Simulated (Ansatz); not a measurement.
Values for one crystal, relaxed and computed with PBEsol in the plane-wave PAW code Ansatz; other levels are named.

- Volume per atom: 18.29 Å³
- Band gap: 1.73 eV (direct)
- Hole effective mass: 0.31, 2.0, 2.7 mₑ (principal values)
- Conduction-band minimum: at Γ
- Electron effective mass: 0.22, 0.22, 0.26 mₑ (principal values)
- Pressure derivative B′: 4.6
- Bulk modulus (Birch–Murnaghan fit): 82.3 GPa

### Question
Pick the material that matches.
(A) MgO, rock salt
(B) MgTe, wurtzite
(C) MgCu2SiS4, Pmn2_1 (Pearson symbol oP16)
(D) ZnS, wurtzite

### Answer
C, MgCu2SiS4, Pmn2_1 (Pearson symbol oP16)

The first step of the workflow began from a Materials Project structure, measured or hypothetical; the Crystallography Open Database files this formula in space group No. 31, but the cells were not matched. Its standing as an ambient phase is unchecked. The cell was relaxed with PBEsol under the symmetry of its start; whether a distortion lowers the energy is not shown. No spin polarisation was allowed.

Potentials: the later of the program's two PAW sets.
